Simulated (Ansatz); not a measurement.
BeSe:
```
CELL_PARAMETERS angstrom
      0.00000     2.56430     2.56430
      2.56430     0.00000     2.56430
      2.56430     2.56430     0.00000
ATOMIC_POSITIONS crystal
  Be 0.00000 0.00000 0.00000
  Se 0.75000 0.75000 0.75000
```

Relaxed with PBEsol. Special points in fractions of this cell's reciprocal vectors: Γ (0.000, 0.000, 0.000); X (0.500, 0.000, 0.500); U (0.625, 0.250, 0.625); K (0.375, 0.375, 0.750); L (0.500, 0.500, 0.500); W (0.500, 0.250, 0.750).

Question: List the band energies nearest the valence-band maximum at these points for PBEsol with spin–orbit coupling (plane waves, PAW; program Ansatz).

Answer: In eV from the valence-band maximum; about four levels below and three above (degenerate sets whole), none deeper than 8.9 eV; points with the same levels are listed once.

| k | below | above |
|---|---|---|
| Γ | 0.00 0.00 0.00 0.00 | 4.14 4.14 4.83 4.83 |
| X | -2.94 -2.94 -2.75 -2.75 | 2.32 2.32 3.98 3.98 |
| U | -4.31 -4.20 -2.40 -2.40 | 3.48 3.50 6.60 |
| L | -1.36 -1.36 -1.11 -1.11 | 4.15 4.15 5.77 5.77 |
| W | -4.15 -3.95 -3.51 -3.50 | 5.88 5.88 6.95 6.96 |

Space group F-43m (zinc blende). The cell was relaxed with PBEsol under the symmetry of its start.

Potentials: the earlier of the program's two PAW sets. The files were generated under PBE; for other functionals the program regenerates the frozen cores, and for LDA and PBEsol the local potential too.
